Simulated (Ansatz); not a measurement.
WO₃:
```
WO3
1.0
    5.24918     0.00000     0.00000
    0.00000     5.24918     0.00000
    0.00000     0.00000     7.87004
W O
4 12
Direct
  0.00000   0.50000   0.21702
  0.50000   0.00000   0.28298
  0.50000   0.00000   0.78298
  0.00000   0.50000   0.71702
  0.28988   0.28988   0.75000
  0.21012   0.78988   0.75000
  0.71012   0.71012   0.75000
  0.78988   0.21012   0.75000
  0.21012   0.21012   0.25000
  0.28988   0.71012   0.25000
  0.78988   0.78988   0.25000
  0.71012   0.28988   0.25000
  0.00000   0.50000   0.99410
  0.50000   0.00000   0.50590
  0.50000   0.00000   0.00590
  0.00000   0.50000   0.49410
```

Relaxed with PBEsol. Special points in fractions of this cell's reciprocal vectors: Γ (0.000, 0.000, 0.000); X (0.000, 0.500, 0.000); M (0.500, 0.500, 0.000); Z (0.000, 0.000, 0.500); R (0.000, 0.500, 0.500); A (0.500, 0.500, 0.500).

**Question.** List the band energies nearest the valence-band maximum at these points for PBEsol with spin–orbit coupling in the plane-wave PAW code Ansatz.

**Answer.** In eV from the valence-band maximum; about four levels below and three above (degenerate sets whole), none deeper than 8.9 eV; points with the same levels are listed once.

```tsv
k	below	above
Γ	-0.04 -0.04 -0.02 -0.02	0.99 0.99 1.02 1.02
X	-0.29 -0.29 -0.29 -0.29	3.33 3.33 3.33 3.33
M	0.00 0.00 0.00 0.00	1.96 1.96 1.96 1.96
Z	-0.06 -0.06 -0.06 -0.06	1.01 1.01 1.01 1.01
R	-0.47 -0.47 -0.47 -0.47 -0.47 -0.47 -0.47 -0.47	3.52 3.52 3.52 3.52
A	-0.64 -0.64 -0.64 -0.64 -0.64 -0.64 -0.64 -0.64	3.14 3.14 3.14 3.14 3.14 3.14 3.14 3.14
```

Space group P4/ncc. The first step of the workflow began from a Materials Project structure, measured or hypothetical; the Crystallography Open Database files this formula in space group No. 130, but the cells were not matched. Whether it is the stable phase at ambient conditions was not checked. The cell was relaxed with PBEsol under the symmetry of its start; whether a distortion lowers the energy is not shown. The run is not spin-polarised. No Hubbard U is applied.

Potentials: the later of the program's two PAW sets.
